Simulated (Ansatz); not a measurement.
**Sn, one cell by several methods**

```yaml
crystal:
  lattice:
    - [-1.58543, 1.58543, 2.90590]
    - [1.58543, -1.58543, 2.90590]
    - [1.58543, 1.58543, -2.90590]
  atoms:
    - { symbol: Sn, position: [0.00000, 0.00000, 0.00000] }
```

The geometry is COD entry 1540069, unchecked; take it as a test cell. The listed cell was then made from it by scaling, straining or moving an atom.

No spin–orbit coupling, which matters for the heavy atoms here.

Levels of theory: DFT, PBEsol, PAW with Ansatz's default frozen-core files, scalar-relativistic (Ansatz 0.2.0); DFT, PBEsol, all-electron PAW with datasets made for the crystal, scalar-relativistic (Ansatz 0.2.0); DFT, PBEsol, all-electron LAPW, scalar-relativistic (Ansatz 0.2.0).

For PAW: a Γ-centred 18×18×18 k mesh, Fermi–Dirac smearing of 0.03 eV, cutoff 420 eV, no spin polarisation; the PAW files were made with PBE, and the program remakes their frozen cores for this functional. The crystal-made all-electron datasets (AE datasets) take a cutoff of 240 eV at this cell. LAPW targets a basis error of 1 meV/atom. The Ansatz runs share mesh, smearing and spin set-up. Plane-wave (PAW) pressures include the program's estimate of the Pulay term.

Stress and pressure are positive in compression.

The change that made this cell: volume scaled by 0.99.

No spin–orbit coupling: at heavy atoms the gradients can be off by tens of per cent for that reason.

In a metal, gradients converge slowly with the k mesh: the values move by tens of per cent from one mesh to another, at times in sign, so only the comparison on one mesh counts.

```json
{"quantity": "pressure (GPa)", "PAW": "-3.78", "AE datasets": "-3.77", "LAPW": "-3.77"}
{"quantity": "stress xx (GPa)", "PAW": "-2.96", "AE datasets": "-2.95", "LAPW": "-2.95"}
{"quantity": "stress zz (GPa)", "PAW": "-5.42", "AE datasets": "-5.41", "LAPW": "-5.41"}
{"quantity": "field gradient Vzz at Sn (10²¹ V/m²)", "PAW": "?", "AE datasets": "?", "LAPW": "–"}
```

Question: Fill in "PAW" for the row "field gradient Vzz at Sn (10²¹ V/m²)".

Answer: 8.50.

Question: What belongs in the row "field gradient Vzz at Sn (10²¹ V/m²)", column "AE datasets"?

Answer: 8.68.
